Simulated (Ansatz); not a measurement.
A relaxed structure of CdSe is spoiled in several ways and relaxed again each time (noise and exchanges are one random draw each; pressure is positive under compression). These are PBE (plane waves to 420 eV, PAW, scalar-relativistic; Ansatz, a quantum-chemistry and plane-wave program) values and carry that method's errors.

```cif
data_Cd4Se4
_chemical_formula_sum 'Cd4 Se4'
_space_group_name_H-M_alt 'P63mc'
_space_group_IT_number 186
_space_group_name_Hall 'P 6c -2c'
_cell_length_a 4.38287
_cell_length_b 4.38287
_cell_length_c 14.30809
_cell_angle_alpha 90.000
_cell_angle_beta 90.000
_cell_angle_gamma 120.000
loop_
_atom_site_label
_atom_site_type_symbol
_atom_site_symmetry_multiplicity
_atom_site_Wyckoff_symbol
_atom_site_fract_x
_atom_site_fract_y
_atom_site_fract_z
_atom_site_occupancy
Cd1 Cd 2 a 0.00000 0.00000 0.00029 1
Cd2 Cd 2 b 0.33333 0.66667 0.25019 1
Se1 Se 2 a 0.00000 0.00000 0.31271 1
Se2 Se 2 b 0.33333 0.66667 0.06243 1
```

```tsv
change	first pressure (GPa)	first V (Å³/atom)	released (eV/atom)	moves	outcome	final group	E − E(parent) (eV/atom)
with every coordinate shifted by Gaussian noise of σ = 0.45 Å	–	29.75	2.6	10	returns to the parent	P6₃mc	0.000
with every coordinate shifted by Gaussian noise of σ = 0.45 Å	11.4	29.75	0.92	13	returns to the parent	P6₃mc	0.000
deformed by the Cartesian strain tensor (xx, yy, zz, yz, xz, xy) = (-0.017, 0.051, -0.110, -0.028, 0.002, -0.035)	7.0	27.30	0.18	6	returns to the parent	P6₃mc	0.000
shaken by Gaussian noise of σ = 0.08 Å a coordinate	0.8	29.75	0.06	4	returns to the parent	P6₃mc	0.000
```

First-step values come from each run's starting, coarser k-mesh (6×6×2). The runs use different k-meshes, so differences are rounded accordingly. No spin polarisation in the result.

The first start was generated by placing the elements on the sites of a structure type. A measured structure of CdSe has the same space group, P6₃mc (No. 186); the sites were not compared with it.
